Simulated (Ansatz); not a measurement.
Consider the following.

Be:
```
Be
1.0
   -1.23056     1.23056     1.23056
    1.23056    -1.23056     1.23056
    1.23056     1.23056    -1.23056
Be
1
Cartesian
  0.00000   0.00000   0.00000
```

This is the LDA-relaxed structure.

### Question
All from LDA (plane waves, PAW; program Ansatz), unless another level is named. Predict the Poisson's ratio.

### Answer
0.16.

### Question
Give the elastic constants (relaxed ions, GPa).

### Answer
C11 = 187, C12 = 106, C44 = 227.

Space group Im-3m (bcc (W type)). The workflow started from a Materials Project entry (that database holds measured and hypothetical structures alike); the Crystallography Open Database copy checked does not list it. It is not the phase usual at ambient conditions (space group No. 194). The LDA relaxation kept the symmetry of its start; its stability against distortions is not shown here. As this level gives no gap, shear constants depend on the k-mesh and smearing (Fermi–Dirac, 0.1 eV here).

Potentials: the earlier of the program's two PAW sets.
